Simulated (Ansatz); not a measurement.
Crystals of one structure type (bcc (W type)), relaxed and computed with the program Ansatz at the r²SCAN level (PAW).

| crystal | a (Å) | spin order, net moment (μB/atom) |
|---|---|---|
| Li | 3.476 | not spin-polarised |
| K | 5.346 | not spin-polarised |
| V | 2.984 | moments vanished |
| Nb | 3.302 | not spin-polarised |
| Mo | ___ | not spin-polarised |
| Ba | 5.071 | not spin-polarised |
| Ta | 3.305 | not spin-polarised |
| W | 3.169 | not spin-polarised |

Problem. Some entries are withheld; supply them.

Solution. 
- Mo, a (Å): 3.151

Began spin-polarised and lost the moments: V, bcc (W type). All cells were relaxed under the symmetry of their starts (and spin orders); stability against distortions was not tested throughout. Rows with no word on spin ran without spin polarisation. Spin–orbit coupling is left out wherever it is not named.

Potentials: the earlier of the program's two PAW sets.
